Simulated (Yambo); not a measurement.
```
MoSe2
1.0
    3.27832     0.00000     0.00000
   -1.63916     2.83910     0.00000
    0.00000     0.00000    12.72407
Se Mo
4 2
Direct
  0.33333   0.66667   0.88161
  0.66667   0.33333   0.11839
  0.66667   0.33333   0.38161
  0.33333   0.66667   0.61839
  0.66667   0.33333   0.75000
  0.33333   0.66667   0.25000
```

MoSe₂ (space group P6_3/mmc, No. 194): mean Im ε in 1 eV windows above the direct gap of 1.93 eV, for different electron-hole kernels (Yambo, broadening 0.15 eV, PBE (pw.x of Quantum ESPRESSO, ONCV potentials, scalar-relativistic) bands; 9×9×2 mesh, 11 valence and 8 conduction bands, static screening with 94 bands and a 3 Ry block, scissor 0.47 eV, Tamm-Dancoff; field along x).

| window (eV) | independent quasiparticles | RPA (no attraction) | BSE |
|---|---|---|---|
| 1.9 to 2.9 | 13 | 9.2 | 18 |
| 2.9 to 3.9 | 21 | 22 | 23 |
| 3.9 to 4.9 | 17 | 18 | 16 |

This run doesn't resolve bound excitons or single peaks, so only averages are given, and they too depend on the mesh; weight that the attraction moves below the gap isn't listed. All transitions below 5.46 eV are in the band window. The scissor comes from a G0W0 run whose convergence isn't established.

Spin-orbit splittings are left out.

Bands and orbitals come from the standard potentials; the scissor and the G0W0 gaps come from a run at the same geometry on the stringent ones, which hold whole semicore shells in the valence.

Geometry relaxed with PBE+D3(BJ).
